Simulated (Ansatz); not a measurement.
**Co (P63/mmc): spiral energies by the generalised Bloch theorem**

```xyz
2
Lattice="2.5074 0.0000 0.0000 -1.2537 2.1715 0.0000 0.0000 0.0000 4.0699" Properties=species:S:1:pos:R:3 pbc="T T T"
Co    0.0000    1.4476    1.0175
Co    1.2537    0.7238    3.0524
```

Geometry: a structure as deposited in COD; nothing is relaxed.

Functional, mesh and filling: LDA, 12×12×12 k mesh, Fermi–Dirac smearing of 0.08 eV. PAW means Ansatz 0.2.0 on its default frozen-core files. Site moments are integrated in spheres about the atoms. Start moments (μB): Co1 1.7, Co2 1.7.

Flat spirals without spin–orbit coupling: moments start in the xy plane and turn about z by q·R from cell to cell, and their directions inside a cell are free. q runs from Γ to A = (0.000, 0.000, 0.500) in reciprocal cell vectors. Energies count from each method's run at q = 0. Each q is a vector of the k mesh, and the mesh is shifted by q/2 where needed, so that both spin components are sampled on the same points as at q = 0.

Task: Where along the line is the energy lowest?

Result: q = 0 is the lowest point of the line, so the state at q = 0 is stable against these spirals.
```
fraction of Γ–A  |q| (1/Å)  ΔF PAW (meV/cell)  largest moment, PAW (μB)
          0.000      0.000                0.0                      1.65
          0.167      0.129               +6.3                      1.64
          0.333      0.257              +27.1                      1.62
          0.500      0.386              +60.7                      1.58
          0.667      0.515             +106.0                      1.52
          0.833      0.643             +159.8                      1.45
          1.000      0.772             +216.0                      1.35
```

The PAW files were made with PBE; the program remakes their cores once for the run's functional and then keeps them frozen. The Ansatz runs typed with the search for lower states off end where their start leads. These are results for the start and cell typed. The real compound can order otherwise, in a larger cell, or not at all, since semilocal functionals without spin fluctuations often overstate magnetism; near a collapse of the moment, mesh and smearing move it by tens of per cent.
